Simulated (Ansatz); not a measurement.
An Ansatz (a quantum-chemistry and plane-wave program) run. Input:

Ansatz 0.2 input:
```yaml
crystal:
  lattice:
    - [3.97419174, 0.0, 0.0]
    - [0.0, 3.97419174, 0.0]
    - [0.0, 0.0, 3.97419174]
  atoms:
    - { symbol: Cu, position: [0.0, 0.0, 0.0] }
    - { symbol: Au, position: [0.5, 0.5, 0.0] }
    - { symbol: Au, position: [0.0, 0.5, 0.5] }
    - { symbol: Au, position: [0.5, 0.0, 0.5] }
kpoints:
  mp_grid: { grid: [22, 22, 22] }
hamiltonian:
  xc: pbesol
  pseudopotentials: { kind: paw }
scf:
  occupations: { method: fermi_dirac, width: 0.1 }
elastic: { mode: relaxed_ion, stencil: two_point, amplitude: 0.005, f_tol: 0.0005 }
```

Output (shortened):

```
Pseudopotential: Cu, paw, valence charge 19
Pseudopotential: Au, paw, valence charge 19
Functional definition: PBEsol
Crystal: 4 atoms, lattice volume = 62.769 Å³
Basis set: ecut = 420 eV, 1237 PW (Γ), exchange–correlation on 54×54×54 points (8 copies of the dense FFT grid, shifted against one another)
Bands: 46, of which v1, the nominal top of the filled ones, is band 38 counted from 1 (37 counted from 0)
Symmetry: 48 space group operations
Space group: Pm-3m (ITA 221), of the structure as read, at distance tolerance 4.0e-5 Å
k-points: 364 of 10648
SCF 1 converged in 12 iterations: F = -45610.182069 eV  dr2 = 5.21e-14
Crystal: 4 atoms, lattice volume = 62.455 Å³
Basis set: ecut = 420 eV, 1229 PW (Γ), exchange–correlation on 54×54×54 points (8 copies of the dense FFT grid, shifted against one another)
Symmetry: 16 space group operations
k-points: 936 of 10648
SCF 2 converged in 12 iterations: F = -45610.181034 eV  dr2 = 2.43e-14
Crystal: 4 atoms, lattice volume = 63.083 Å³
SCF 3 converged in 9 iterations: F = -45610.181131 eV  dr2 = 2.52e-15
Crystal: 4 atoms, lattice volume = 62.769 Å³
Symmetry: 8 space group operations
k-points: 1596 of 10648
SCF 4 converged in 9 iterations: F = -45610.181846 eV  dr2 = 2.25e-14
Crystal: 4 atoms, lattice volume = 62.769 Å³
SCF 5 converged in 8 iterations: F = -45610.181846 eV  dr2 = 3.84e-14
SCF converged after 12 iterations
Free energy (F): -45610.182069 eV
Harris-Foulkes:  -45610.182069 eV  (|F-HF|=1.46e-11)
Internal energy: -45610.146253 eV  (E = F + TS)
E sigma→0 (E₀):  -45610.164161 eV
Entropy (-TS):   -0.035816 eV (-8.954 meV/atom)
Fermi energy:    19.942227 eV
--- Per-component energies (eV) ---
  E_band       = -965.589113
  E_kinetic    = 2114.160307
  E_local      = -9307.795173  (includes V_loc(G=0)·N_el)
  E_nonlocal   = 630.274841
  E_hartree    = 4044.095091
  E_xc         = -768.770521
  E_vxc        = -939.234743  (∫ρ·V_xc dr)
  E_paw        = -30329.183337  (= ΣΔE_a)
  E_vpaw       = -1551.189053  (= ΣTr[D̂ρ^β])
  E_aug_tail   = 0.004509  (compensation charges beyond the density's cutoff)
  E_ewald      = -11994.066610
  E_core_change = 1.134639  (= ΣΔE_core)
  E_smearing   = -0.035816  (= −TS)
  E_closure    = 0.000000  (closes the sum)
  Σ components = -45610.182069   (vs F -45610.182069, Δ=0.00e0)
--- Forces (eV/Å), atoms counted from 1 ---
  atom   1  Cu     0.00000000     0.00000000     0.00000000
  atom   2  Au     0.00000000     0.00000000     0.00000000
  atom   3  Au     0.00000000     0.00000000     0.00000000
  atom   4  Au     0.00000000     0.00000000     0.00000000
  max |Σ_I F_I| component: 0.0 eV/Å
--- Stress (GPa, compression-positive) ---
        0.019003       0.000000       0.000000
        0.000000       0.019003       0.000000
        0.000000       0.000000       0.019003
  P = ⅓ Tr σ = 0.0190 GPa (0.190 kbar)
--- Band table (eV; the first three rows and the last of 364) ---
  k-point 0: bands = ["-91.8259", "-85.8409", "-85.8228", "-85.8228", "-49.3710", "-49.3710", "-49.3710", "-37.3404", "-37.3404", "-37.3404", "-37.2007", "-37.2007", "-37.2007", "-37.1365", "-37.1365", "-37.1365", "9.8617", "12.3475", "13.1885", "13.1885", …
  k-point 1: bands = ["-91.8259", "-85.8408", "-85.8229", "-85.8228", "-49.3710", "-49.3710", "-49.3710", "-37.3398", "-37.3398", "-37.3394", "-37.2008", "-37.2008", "-37.2007", "-37.1376", "-37.1369", "-37.1369", "9.8864", "12.3626", "13.1954", "13.2015", …
  k-point 2: bands = ["-91.8259", "-85.8405", "-85.8231", "-85.8228", "-49.3710", "-49.3710", "-49.3710", "-37.3381", "-37.3381", "-37.3365", "-37.2012", "-37.2012", "-37.2008", "-37.1408", "-37.1382", "-37.1382", "9.9603", "12.4074", "13.2157", "13.2404", …
  k-point 363: bands = ["-91.8258", "-85.8288", "-85.8288", "-85.8288", "-49.3711", "-49.3711", "-49.3711", "-37.4210", "-37.3009", "-37.3009", "-37.3009", "-37.1641", "-37.1641", "-37.1305", "-37.1305", "-37.1305", "12.5834", "12.6382", "12.6382", "12.6382", …
--- Elastic constants: 2 strain directions × 2 members + reference (group order 48) ---
  dense FFT box of the reference and of every strained cell: 27×27×27
  strains applied: 11, 23; error gains: componentwise 1.00 (the most a stress slope's error grows in a printed constant), spectral 1.73 (1 for all six strains …
  C = ∂σ_k/∂η_j (tension-positive GPa; Voigt order 11 22 33 23 13 12):
       201.723    158.272    158.272      0.000      0.000      0.000
       158.272    201.723    158.272      0.000      0.000      0.000
       158.272    158.272    201.723      0.000      0.000      0.000
         0.000      0.000      0.000     46.064      0.000      0.000
         0.000      0.000      0.000      0.000     46.064      0.000
         0.000      0.000      0.000      0.000      0.000     46.064
  reference stress σ⁰ (GPa):     -0.019     -0.019     -0.019      0.000      0.000      0.000
  moduli (Voigt/Reuss/Hill, GPa): K = 172.76/172.76/172.76   G = 36.33/31.81/34.07   E = 95.90   ν = 0.407
  mechanically stable: yes (min eigenvalue of sym C = 43.45 GPa)
  strain η (Voigt 11):  stress-route row diagonal C_11 = 201.72 GPa, energy-path curvature d²(F+E_count+ΔE)/dδ²/Ω₀ = 201.75 GPa
         δ    σ_11 (GPa)             F (eV)   n_scf  n_hpsi   n_pw
    -5.000e-3      -1.0439      -45610.1810344      12  944095   1243   relax 0 steps, max|allowed force component| 0.0 eV/Å
     5.000e-3       0.9734      -45610.1811314       9  726832   1257   relax 0 steps, max|allowed force component| 0.0 eV/Å
  strain η (Voigt 23):  stress-route row diagonal C_44 = 46.06 GPa, energy-path curvature d²(F+E_count+ΔE)/dδ²/Ω₀ = 46.03 GPa
         δ    σ_23 (GPa)             F (eV)   n_scf  n_hpsi   n_pw
    -5.000e-3      -0.2303      -45610.1818458       9  1322780   1250   relax 0 steps, max|allowed force component| 0.0 eV/Å
     5.000e-3       0.2303      -45610.1818458       8  1144364   1250   relax 0 steps, max|allowed force component| 0.0 eV/Å
```

Cost: around 17 core-minutes (rough) on shared cores.

The first step of the workflow began from a Materials Project structure, measured or hypothetical; the Crystallography Open Database files this formula in space group No. 221, but the cells were not matched. Its standing as an ambient phase is unchecked. The cell was relaxed with PBEsol under the symmetry of its start; of distortions, only those at the zone centre were tested. No spin polarisation was allowed. As this level gives no gap, shear constants depend on the k-mesh and smearing (Fermi–Dirac, 0.1 eV here). Spin–orbit coupling is left out wherever it is not named.

Potentials: the later of the program's two PAW sets.

Ansatz is a plane-wave DFT program.
